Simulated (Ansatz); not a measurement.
## An elastic constant from a strain scan in CsH

All numbers below come from Ansatz, DFT r2SCAN, scalar-relativistic, plane waves, PAW. Settings: plane waves to 500 eV, k-mesh 6×6×6 (Γ-centred), Gaussian smearing 0.05 eV. No spin polarisation. Energies are free energies at this smearing, counted from the undisturbed cell; pressure is positive in compression.

Zero of the scan (as given, not relaxed at this level; it stands at 0.0 GPa):

```yaml
crystal:
  lattice:
    - [0.00000, 3.18800, 3.18800]
    - [3.18800, 0.00000, 3.18800]
    - [3.18800, 3.18800, 0.00000]
  atoms:
    - { symbol: Cs, position: [0.00000, 0.00000, 0.00000] }
    - { symbol: H, position: [0.50000, 0.50000, 0.50000] }
```

The cell is strained by ε times the Voigt pattern (0, 0, 0, 0, 0, 1) (xx, yy, zz, yz, xz, xy; engineering shear) with fractional coordinates fixed. The cell holds 2 atoms in V0 = 64.80 Å³. The stress column is τ = (1/V0) dE/dε, got from the stress tensor σ (compression positive) at each point as −det(1 + εP) σ : P(1 + εP)⁻¹, with P the pattern as a tensor.

| ε | ΔE (meV/atom) | τ (GPa) |
| --- | --- | --- |
| -0.1312 | 8.389 | -0.659 |
| -0.1125 | 6.099 | -0.553 |
| -0.0937 | 4.191 | -0.452 |
| -0.0750 | 2.664 | -0.356 |
| -0.0562 | 1.487 | -0.264 |
| -0.0375 | 0.659 | -0.174 |
| -0.0187 | 0.164 | -0.087 |
| 0.0000 | 0.000 | 0.000 |
| 0.0187 | 0.164 | 0.087 |
| 0.0375 | 0.659 | 0.174 |
| 0.0562 | 1.487 | 0.264 |
| 0.0750 | 2.664 | 0.356 |
| 0.0937 | 4.191 | 0.452 |
| 0.1125 | 6.099 | 0.553 |
| 0.1312 | 8.389 | 0.659 |
| 0.1500 | ? | ? |

**Question.** Which combination of elastic constants does this scan measure, and how large is it?

**Answer.** For small ε, τ = τ0 + Kε with K = pᵀCp, which for this pattern is C44 in the cubic axes. The parabola through τ at ε = -0.0187, 0 and 0.0187 has slope K = 4.6 GPa at zero. The energies per cell, E = NΔE, of the same two points give K = 2[E(ε₊)/ε₊ − E(ε₋)/ε₋]/[(ε₊ − ε₋)V0] = 4.6 GPa, in agreement.

**Question.** Predict the withheld row at ε = 0.1500 from the harmonic law, and compare.

**Answer.** ΔE = V0(τ0 ε + Kε²/2)/N = 10.528 meV/atom and τ = 0.69 GPa. The calculation gives 11.106 meV/atom and 0.77 GPa: the energy lies 5 % above the harmonic value.